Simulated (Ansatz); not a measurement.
La2Ga10Ni in space group I4/mmm (No. 139; Pearson symbol tI26), plane-wave PAW PBE (Ansatz code), all energies at zero smearing, with the estimated change up to a 700 eV cutoff added, with one set of potentials and settings (totals compare only within such a set). Cell of 13 atoms (2 La, 10 Ga, 1 Ni): -56176.450 eV.

```json
[
 {"element": "La", "reference phase": "P6_3/mmc, 4 atoms in the cell", "E (eV/atom)": "-6250.0953"},
 {"element": "Ga", "reference phase": "Cmce, 4 atoms in the cell", "E (eV/atom)": "-3783.0209"},
 {"element": "Ni", "reference phase": "Fm-3m, 1 atoms in the cell, spin-polarised", "E (eV/atom)": "-5839.7239"}
]
```

Formation energy per atom, worked out: (-56176.450 − 2×(-6250.0953) − 10×(-3783.0209) − 1×(-5839.7239))/13 = -0.487 eV/atom (-47 kJ per mol of atoms), at 0 K, without zero-point energy or fitted corrections.

The workflow started from a Materials Project entry (that database holds measured and hypothetical structures alike); the Crystallography Open Database copy checked does not list it. Whether it is the stable phase at ambient conditions was not checked. Symmetry was held in the PBE relaxation; its stability against distortions is not shown here. No spin polarisation was allowed. The references are the lowest solids computed at this level, not always the standard phases. Spin–orbit coupling is left out wherever it is not named.

Potentials: the later of the program's two PAW sets.
